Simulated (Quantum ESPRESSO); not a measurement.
# Moving one atom in Ga2SiMgN4

Calculated results; nothing here was measured. They come from pw.x of Quantum ESPRESSO 7.5, a plane-wave density functional program, with PseudoDojo standard norm-conserving files (v0.5 for PBE, v0.4.1 for LDA and PBEsol). The cells are made up: elements, strain and atom displacements were drawn at random, and nothing was relaxed. There is no spin polarisation, spin-orbit coupling or dispersion term.

The cell has 8 sites of a wurtzite lattice (rectangular cell). Sites 1 to 4 hold Ga Ga Si Mg; sites 5 to 8 hold N N N N. Cell vectors in Å: (3.190, 0.000, 0.000); (0.000, 5.525, 0.000); (0.000, 0.000, 5.209). Settings: PBE, cutoff 1143 eV, 6 x 4 x 4 k mesh shifted by half a step, Fermi-Dirac smearing of 0.025 eV.

Each run shifts the N atom on site 6 along x and leaves all else fixed. Site 4 is one of its nearest neighbours. E is the free energy of the cell above the lowest run shown.

| run | shift (Å) | Fx on site 6 (eV/Å) | Fx on site 4 (eV/Å) | P (GPa) | E (meV) |
| --- | --- | --- | --- | --- | --- |
| 1 | -0.1023 | 2.071 | -1.261 | 4.45 | 127.5 |
| 2 | -0.0792 | 1.683 | -0.978 | 4.37 | 84.1 |
| 3 | -0.0279 | 0.838 | -0.362 | 4.29 | 19.5 |
| 4 | 0.0075 | 0.262 | 0.057 | 4.29 | 0.0 |
| 6 | 0.0733 | -0.806 | 0.840 | 4.46 | 17.8 |
| 7 | 0.0900 | -1.080 | 1.041 | 4.53 | 33.5 |
| 5 | 0.0635 | ? | ? | ? | ? |

A rerun of one of these cells at 1437 eV and k mesh 8 x 6 x 6 moved values by no more than 0.002 eV in the cell's energy, 0.03 GPa in stress and 0.009 eV/Å in force.

## Worked fit

A parabola through the six runs shown gives Fx on site 6 = 0.383 - 16.35 u + 1.3 u² eV/Å, with u in Å and a scatter of 0.004 eV/Å. Minus the slope, 16.35 ± 0.12 eV/Å², is this atom's force constant along x at u = 0, with its periodic images moving too. The fitted force vanishes at u = 0.023 Å, where the energy should be lowest along this line. The error is the larger of the fit's own and the change that a cubic makes, rounded up.

## Withheld run

Question: what Fx on site 6 should run 5 give?

The fit gives -0.650 eV/Å. The calculation gave -0.647 eV/Å.

| run | shift (Å) | Fx on site 6 (eV/Å) | Fx on site 4 (eV/Å) | P (GPa) | E (meV) |
| --- | --- | --- | --- | --- | --- |
| 5 | 0.0635 | -0.647 | 0.722 | 4.42 | 10.7 |